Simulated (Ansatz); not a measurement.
Ansatz (an electronic-structure program) input:

Ansatz 0.2 input:
```yaml
crystal:
  lattice:
    - [3.9904968698, -4.0192681637, 0.0]
    - [3.9904968698, 4.0192681637, 0.0]
    - [0.0, 0.0, 3.5281234966]
  atoms:
    - { symbol: Cl, position: [0.8050950089, 0.1949049911, 0.5] }
    - { symbol: Cl, position: [0.1949049911, 0.8050950089, 0.5] }
    - { symbol: Os, position: [0.0, 0.0, 0.0] }
    - { symbol: Cl, position: [0.2838468017, 0.2838468017, 0.0] }
    - { symbol: Cl, position: [0.7161531983, 0.7161531983, 0.0] }
kpoints:
  mp_grid: { grid: [7, 7, 12] }
hamiltonian:
  xc: r2scan
  dispersion: d4
  pseudopotentials: { kind: paw }
scf:
  occupations: { method: gaussian, width: 0.05 }
checkpoint: { read: metal.run }
output: { write_density: true, elf: true, volumetric_format: npy }
basis: { fft_grid_basis: typed }
```

Output (shortened):

```
Pseudopotential: Cl, paw, valence charge 7
Pseudopotential: Os, paw, valence charge 16
Functional definition: r2SCAN
Crystal: 5 atoms, lattice volume = 113.174 Å³
Basis set: ecut = 500 eV, 2885 PW (Γ), exchange–correlation on 180×180×108 points (64 copies of the dense FFT grid, shifted against one another)
Bands: 32, of which v1, the nominal top of the filled ones, is band 22 counted from 1 (21 counted from 0)
Symmetry: 8 space group operations
Space group: Cmmm (ITA 65), of the structure as read, at distance tolerance 4.8e-5 Å
k-points: 112 of 588
Stability of the state it starts from, as read at its close in the unpolarized treatment …
iter 1 solved again at ethr=6.15e-7 eV; its pass at ethr=3.10e-3 eV (dr2=2.71e-4 eV) is discarded
SCF iter   1: F=—  HF=-15734.797383 eV  |F-HF|=—  |Δ(HF+E_count)|=         —  Δρ=1.05e-6  dr2=1.20e-9  dr2_τ=8.97e-11  ethr=6.15e-7  ⟨swp⟩=3.0  Hψ=27109  notcnv=0
preconditioner: auto → LDOS
SCF iter   2: F=—  HF=-15734.797384 eV  |F-HF|=—  |Δ(HF+E_count)|=   3.75e-7  Δρ=1.64e-6  dr2=3.72e-9  dr2_τ=2.33e-10  ethr=2.73e-12  ⟨swp⟩=7.4  Hψ=14289  notcnv=0
SCF iter   3: F=-15734.797384 eV  HF=-15734.797384 eV  |F-HF|=2.16e-10  |Δ(HF+E_count)|=   1.09e-9  Δρ=6.17e-7  dr2=3.57e-10  dr2_τ=3.29e-11  ethr=2.73e-12  ⟨swp⟩=1.0  Hψ=9217  notcnv=0
SCF 1 converged in 3 iterations: F = -15734.797384 eV  dr2 = 3.57e-10
SCF converged after 3 iterations
Free energy (F): -15734.797384 eV
Harris-Foulkes:  -15734.797384 eV  (|F-HF|=2.16e-10)
Internal energy: -15734.790835 eV  (E = F + TS)
E sigma→0 (E₀):  -15734.794109 eV
Entropy (-TS):   -0.006549 eV (-1.310 meV/atom)
Fermi energy:    5.368413 eV
--- Per-component energies (eV) ---
  E_band       = -452.664380
  E_kinetic    = 1204.823673
  E_local      = -3437.432820  (includes V_loc(G=0)·N_el)
  E_nonlocal   = 111.916771
  E_hartree    = 1332.986505
  E_xc         = -665.646900
  E_vxc        = -846.615490  (∫ρ·V_xc dr)
  E_paw        = -11704.490725  (= ΣΔE_a)
  E_vpaw       = -197.065727  (= ΣTr[D̂ρ^β])
  E_aug_tail   = 0.000002  (compensation charges beyond the density's cutoff)
  E_vtau       = 45.736301  (kinetic-family band-sum trace: ∫τ·v_τ [+ j·A + Jᵃ·Aᵃ] dr)
  E_ewald      = -2575.507116
  E_disp       = -0.509585  (pairwise vdW)
  E_core_change = -0.930640  (= ΣΔE_core)
  E_smearing   = -0.006549  (= −TS)
  E_closure    =  0.000000  (closes the sum)
  Σ components = -15734.797384   (vs F -15734.797384, Δ=0.00e0)
  [band-id]    e_kinetic+e_local+e_nonlocal+2·e_hartree+e_vxc+e_vpaw+e_augmentation_tail+e_vtau = -452.664280   (vs E_band -452.664380, Δ=1.00e-4)
--- Band table (eV; the first three rows and the last of 112) ---
  k-point 0: bands = ["-83.0835", "-42.0924", "-41.8278", "-41.7198", "-12.0110", "-10.8643", "-10.2634", "-9.9658", "-1.5486", "-0.7515", "-0.3192", "-0.2414", "0.9910", "1.4879", "1.5636", "2.1799", "3.4896", "3.6340", "3.7838", "3.8075", "3.9614", …
  k-point 1: bands = ["-83.0834", "-42.0923", "-41.8306", "-41.7194", "-11.9615", "-10.8793", "-10.2594", "-9.9512", "-1.4729", "-0.7392", "-0.2613", "-0.2250", "0.9214", "1.1631", "1.6059", "2.1328", "3.5288", "3.5801", "3.6060", "3.8917", "4.0934", …
  k-point 2: bands = ["-83.0833", "-42.0918", "-41.8382", "-41.7181", "-11.8202", "-10.9203", "-10.2520", "-9.9109", "-1.2607", "-0.6825", "-0.1927", "-0.0897", "0.5064", "0.7132", "1.6853", "2.0772", "3.1957", "3.5001", "3.5537", "3.6709", "4.4968", …
  k-point 111: bands = ["-83.0827", "-42.0899", "-41.8695", "-41.7131", "-11.1309", "-11.0075", "-10.2867", "-9.8003", "-1.7426", "-0.6247", "-0.3216", "0.0202", "0.0771", "0.6676", "1.8637", "2.4739", "2.5274", "2.7613", "3.2633", "3.5823", "4.4284", …
```

Cost: around 30 core-seconds (rough) on shared cores.

The workflow started from an entry of the Crystallography Open Database (COD). Whether it is the stable phase at ambient conditions was not checked. The r²SCAN+D4 relaxation kept the symmetry of its start; whether a distortion lowers the energy is not shown. The run is not spin-polarised. Spin–orbit coupling is left out wherever it is not named.

Potentials: the later of the program's two PAW sets.

Ansatz is a plane-wave DFT program.
